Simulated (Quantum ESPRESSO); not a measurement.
# Where does O sit best among S sites?

These are calculations, not measurements. They come from pw.x of Quantum ESPRESSO 7.5, a plane-wave density functional program, with PseudoDojo standard norm-conserving files (v0.5 for PBE, v0.4.1 for LDA and PBEsol). The cells are made up: elements, strain and atom displacements were drawn at random, and nothing was relaxed. There is no spin polarisation, spin-orbit coupling or dispersion term.

The cell has 8 sites of a zincblende or diamond lattice. Sites 1 to 4 hold Mg Mg Mg Mg; sites 5 to 8 hold X X X X. Cell vectors in Å: (5.716, 0.000, 0.000); (0.000, 5.716, 0.000); (0.000, 0.000, 5.716). Settings: PBE, cutoff 1143 eV, 4 x 4 x 4 k mesh shifted by half a step, Fermi-Dirac smearing of 0.025 eV.

In each run one of the sites marked X holds O and the others hold S; cell and positions stay the same. E is the free energy of the cell.

| site of the guest | first shell | mean distance (Å) | E above the lowest (eV) | P (GPa) | force on the guest (eV/Å) |
| --- | --- | --- | --- | --- | --- |
| 5 | Mg4 | 2.491 | 0.246 | -5.24 | 0.084 |
| 6 | Mg4 | 2.488 | 0.224 | -5.28 | 0.196 |
| 7 | Mg4 | 2.453 | 0.000 | -5.70 | 0.223 |
| 8 | Mg4 | 2.471 | 0.117 | -5.48 | 0.166 |

A rerun of one of these cells at 1437 eV and k mesh 6 x 6 x 6 moved values by no more than 0.003 eV in the cell's energy, 0.02 GPa in stress and 0.006 eV/Å in force.

## Reading the table

Site 7 is lowest, by 0.117 eV, over three times the rerun's bound. A straight line of energy against the mean distance has a slope of 6.4 ± 0.1 eV/Å, so the guest costs less on the tighter sites. The positions are random and not relaxed, so the differences hold for this frozen cell and are not site preferences of a real crystal.